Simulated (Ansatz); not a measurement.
Space group Pm-3m (No. 221). a = 3.899 Å, b = 3.899 Å, c = 3.899 Å, α = 90.00°, β = 90.00°, γ = 90.00°
| atom | site | symmetry | x | y | z |
| --- | --- | --- | --- | --- | --- |
| V | 1a | m-3m | 0.0000 | 0.0000 | 0.0000 |
| Pt | 3c | 4/mm.m | 0.0000 | 0.5000 | 0.5000 |

Equation of state of this VPt3 structure (not necessarily the ground state), with shape and atoms relaxed at each volume where symmetry leaves them free. It has no gap at any of these volumes. Level of theory: DFT r2SCAN, scalar-relativistic, plane waves, PAW (Ansatz 0.2.0).

Cutoff 500 eV; k points 12×12×12 on the computed 4-atom cell (Γ-centred); Gaussian smearing, width 0.10 eV; collinear spin.

```csv
V (Å³/atom),E − E(largest V) (meV/atom),P (GPa)
13.930,10.45,18.07
14.375,-25.60,8.21
14.820,-36.73,0.01
15.264,-27.04,-6.83
15.709,0.00,-12.51
```

Problem. Fit a third-order Birch–Murnaghan equation to E(V).

Solution. V0 = 14.82 Å³/atom, B0 = 249 GPa, B0' = 5.0.

The state reached may not be the lowest one. Spin-orbit coupling is left out, which matters for the bands of heavy elements.